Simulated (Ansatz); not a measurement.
Ansatz (an electronic-structure program) input:

Ansatz 0.2 input:
```yaml
crystal:
  lattice:
    - [4.9402843638, 0.0, 0.0]
    - [0.0, 4.9402843638, 0.0]
    - [0.0, 0.0, 4.9402843638]
  atoms:
    - { symbol: Mo, position: [0.5, 0.25, 0.0] }
    - { symbol: Mo, position: [0.5, 0.75, 0.0] }
    - { symbol: Mo, position: [0.25, 0.0, 0.5] }
    - { symbol: Mo, position: [0.75, 0.0, 0.5] }
    - { symbol: Mo, position: [0.0, 0.5, 0.25] }
    - { symbol: Mo, position: [0.0, 0.5, 0.75] }
    - { symbol: Ir, position: [0.5, 0.5, 0.5] }
    - { symbol: Ir, position: [0.0, 0.0, 0.0] }
kpoints:
  mp_grid: { grid: [6, 6, 6] }
  band_path:
    path:
      - [[0.0, 0.0, 0.0], [0.0, 0.5, 0.0], [0.5, 0.5, 0.0], [0.0, 0.0, 0.0], [0.5, 0.5, 0.5], [0.0, 0.5, 0.0]]  # Γ-X-M-Γ-R-X
      - [[0.5, 0.5, 0.5], [0.5, 0.5, 0.0]]  # R-M
    npoints: 12
basis: { xc_grid: 2 }
hamiltonian:
  xc: pbesol
  pseudopotentials: { kind: paw }
magnetization: { noncollinear: true, spin_orbit: true }
scf:
  n_extra_bands: 16
  convergence: { dr2_threshold: 0.0000000001 }
  occupations: { method: gaussian, width: 0.05 }
output: { eigenvalues: true }
```

Output (shortened):

```
Pseudopotential: Mo, paw_fr, valence charge 14
Pseudopotential: Ir, paw_fr, valence charge 17
Functional definition: PBEsol
non-collinear run that drives no moment, with spin-orbit …
Crystal: 8 atoms, lattice volume = 120.575 Å³
Basis set: ecut = 420 eV, 2373 PW (Γ), exchange–correlation on 72×72×72 points (8 copies of the dense FFT grid, shifted against one another)
Bands: 134, of which v1, the nominal top of the filled ones, is band 118 counted from 1 (117 counted from 0)
Symmetry: 48 space group operations + 48 with time reversal
k-points: 20 of 216
Projection manifold: j_resolved (fully-relativistic pseudo-atomic orbitals)
SCF iter   1: F=—  HF=-53058.878775 eV  |F-HF|=—  |Δ(HF+E_count)|=         —  Δρ=1.10e-1  dr2=1.99e1  dr2_m=0.00e0 (ungated)  ethr=3.10e-3  |M|=0.00e0 ∫|m|=0.00e0 μB  |m|>n=0.0e0 m-floor=0.0e0 τ_xc=0.0e0  β_m=0.30  ⟨swp⟩=5.2  Hψ=5469  notcnv=0
preconditioner: auto → Kerker (q_TF=auto, 2.718 Å⁻¹)
spin=Noncollinear: Kerker preconditioning applied to the charge; magnetization (m_x, m_y, m_z) channels mix plain (no charge-response kernel on spin).
SCF iter   2: F=—  HF=-53055.573979 eV  |F-HF|=—  |Δ(HF+E_count)|=    3.30e0  Δρ=7.40e-2  dr2=7.35e0  dr2_m=0.00e0 (ungated)  ethr=3.10e-3  |M|=0.00e0 ∫|m|=0.00e0 μB  |m|>n=0.0e0 m-floor=0.0e0 τ_xc=0.0e0  β_m=0.54  ⟨swp⟩=2.0  Hψ=2136  notcnv=0  defer=160
SCF iter   3: F=—  HF=-53053.209599 eV  |F-HF|=—  |Δ(HF+E_count)|=    2.36e0  Δρ=1.92e-2  dr2=3.35e-1  dr2_m=0.00e0 (ungated)  ethr=3.10e-3  |M|=0.00e0 ∫|m|=0.00e0 μB  |m|>n=0.0e0 m-floor=0.0e0 τ_xc=0.0e0  β_m=0.62  ⟨swp⟩=2.0  Hψ=2233  notcnv=0  defer=160
SCF iter   4: F=—  HF=-53053.131096 eV  |F-HF|=—  |Δ(HF+E_count)|=   7.85e-2  Δρ=5.03e-3  dr2=1.16e-2  dr2_m=0.00e0 (ungated)  ethr=2.84e-4  |M|=0.00e0 ∫|m|=0.00e0 μB  |m|>n=0.0e0 m-floor=0.0e0 τ_xc=0.0e0  β_m=0.81  ⟨swp⟩=2.4  Hψ=2201  notcnv=0  defer=142
SCF iter   5: F=—  HF=-53053.133361 eV  |F-HF|=—  |Δ(HF+E_count)|=   2.27e-3  Δρ=4.15e-4  dr2=9.12e-5  dr2_m=0.00e0 (ungated)  ethr=9.86e-6  |M|=0.00e0 ∫|m|=0.00e0 μB  |m|>n=0.0e0 m-floor=0.0e0 τ_xc=0.0e0  β_m=0.90  ⟨swp⟩=2.0  Hψ=1676  notcnv=0  defer=142
SCF iter   6: F=—  HF=-53053.133388 eV  |F-HF|=—  |Δ(HF+E_count)|=   2.66e-5  Δρ=7.80e-5  dr2=3.46e-6  dr2_m=0.00e0 (ungated)  ethr=7.73e-8  |M|=0.00e0 ∫|m|=0.00e0 μB  |m|>n=0.0e0 m-floor=0.0e0 τ_xc=0.0e0  β_m=0.95  ⟨swp⟩=2.0  Hψ=2446  notcnv=0  defer=142
SCF iter   7: F=—  HF=-53053.133564 eV  |F-HF|=—  |Δ(HF+E_count)|=   1.76e-4  Δρ=1.19e-5  dr2=1.48e-7  dr2_m=0.00e0 (ungated)  ethr=2.94e-9  |M|=0.00e0 ∫|m|=0.00e0 μB  |m|>n=0.0e0 m-floor=0.0e0 τ_xc=0.0e0  β_m=0.98  ⟨swp⟩=2.0  Hψ=1824  notcnv=0  defer=142
SCF iter   8: F=—  HF=-53053.133564 eV  |F-HF|=—  |Δ(HF+E_count)|=   2.26e-8  Δρ=2.85e-6  dr2=1.74e-8  dr2_m=0.00e0 (ungated)  ethr=1.25e-10  |M|=0.00e0 ∫|m|=0.00e0 μB  |m|>n=0.0e0 m-floor=0.0e0 τ_xc=0.0e0  β_m=0.99  ⟨swp⟩=2.1  Hψ=1861  notcnv=0  defer=142
SCF iter  10: F=-53053.133564 eV  HF=-53053.133564 eV  |F-HF|=0.00e0  |Δ(HF+E_count)|=  1.02e-10  Δρ=1.28e-7  dr2=1.79e-11  dr2_m=0.00e0 (ungated)  ethr=1.00e-12  |M|=0.00e0 ∫|m|=0.00e0 μB  |m|>n=0.0e0 m-floor=0.0e0 τ_xc=0.0e0  ⟨swp⟩=8.2  Hψ=3735  notcnv=0
SCF 1 converged in 10 iterations: F = -53053.133564 eV  dr2 = 1.79e-11
NSCF: frozen V_eff on 74 k-points
SCF converged after 10 iterations
Magnetization: |M| = 0.0000 μB,  M = (+0.0000, +0.0000, +0.0000) μB
Absolute magnetization: 0.0000 μB (∫|m|)
  site 0: m = (+0.0000, +0.0000, +0.0000) μB, |m| = 0.0000 μB  (R = 1.02 Å)
  site 1: m = (+0.0000, +0.0000, +0.0000) μB, |m| = 0.0000 μB  (R = 1.02 Å)
  site 2: m = (+0.0000, +0.0000, +0.0000) μB, |m| = 0.0000 μB  (R = 1.02 Å)
  site 3: m = (+0.0000, +0.0000, +0.0000) μB, |m| = 0.0000 μB  (R = 1.02 Å)
  site 4: m = (+0.0000, +0.0000, +0.0000) μB, |m| = 0.0000 μB  (R = 1.02 Å)
  site 5: m = (+0.0000, +0.0000, +0.0000) μB, |m| = 0.0000 μB  (R = 1.02 Å)
  site 6: m = (+0.0000, +0.0000, +0.0000) μB, |m| = 0.0000 μB  (R = 1.14 Å)
  site 7: m = (+0.0000, +0.0000, +0.0000) μB, |m| = 0.0000 μB  (R = 1.14 Å)
Free energy (F): -53053.133564 eV
Harris-Foulkes:  -53053.133564 eV  (|F-HF|=0.00e0)
Internal energy: -53053.124348 eV  (E = F + TS)
E sigma→0 (E₀):  -53053.128956 eV
Entropy (-TS):   -0.009216 eV (-1.152 meV/atom)
Fermi energy:    22.274856 eV
--- Per-component energies (eV) ---
  E_band       = -519.942461
  E_kinetic    = 3892.413912
  E_local      = -6986.992969  (includes V_loc(G=0)·N_el)
  E_nonlocal   = 1000.826204
  E_hartree    = 2440.222711
  E_xc         = -1629.192954
  E_vxc        = -1972.840836  (∫ρ·V_xc dr)
  E_paw        = -37095.434900  (= ΣΔE_a)
  E_vpaw       = -1333.794665  (= ΣTr[D̂ρ^β])
  E_aug_tail   = 0.000330  (compensation charges beyond the density's cutoff)
  E_ewald      = -14676.769744
  E_core_change = 1.803062  (= ΣΔE_core)
  E_smearing   = -0.009216  (= −TS)
  E_closure    =  0.000000  (closes the sum)
  Σ components = -53053.133564   (vs F -53053.133564, Δ=0.00e0)
  [band-id]    e_kinetic+e_local+e_nonlocal+2·e_hartree+e_vxc+e_vpaw+e_augmentation_tail = -519.942602   (vs E_band -519.942461, Δ=-1.41e-4)
--- Band table (eV; the first three rows and the last of 20) ---
  k-point 0: bands = ["-70.1035", "-70.1035", "-70.1034", "-70.1034", "-38.8857", "-38.8857", "-38.7850", "-38.7850", "-38.7850", "-38.7850", "-38.4902", "-38.4902", "-38.4881", "-38.4881", "-38.4881", "-38.4881", "-37.0280", "-37.0280", "-37.0260", …
  k-point 1: bands = ["-70.1035", "-70.1035", "-70.1034", "-70.1034", "-38.8753", "-38.8753", "-38.7905", "-38.7905", "-38.7699", "-38.7699", "-38.5110", "-38.5110", "-38.4893", "-38.4893", "-38.4881", "-38.4881", "-37.0276", "-37.0276", "-37.0259", …
  k-point 2: bands = ["-70.1035", "-70.1035", "-70.1034", "-70.1034", "-38.8520", "-38.8520", "-38.8058", "-38.8058", "-38.7227", "-38.7227", "-38.5705", "-38.5705", "-38.4888", "-38.4888", "-38.4881", "-38.4881", "-37.0268", "-37.0268", "-37.0258", …
  k-point 19: bands = ["-70.1035", "-70.1035", "-70.1035", "-70.1035", "-38.6603", "-38.6603", "-38.6603", "-38.6603", "-38.6566", "-38.6566", "-38.6566", "-38.6566", "-38.6566", "-38.6566", "-38.6566", "-38.6566", "-37.0232", "-37.0232", "-37.0232", …
```

Cost: roughly 2.5 core-minutes on shared cores.

Space group Pm-3n (A15 (Cr3Si type)). The first step of the workflow began from a Materials Project structure, measured or hypothetical; the Crystallography Open Database copy checked does not list it. Whether it is the stable phase at ambient conditions was not checked. The cell was relaxed with PBEsol under the symmetry of its start; of distortions, only those at the zone centre were tested. No spin polarisation was allowed.

Potentials: the later of the program's two PAW sets.

Ansatz is a plane-wave DFT program.
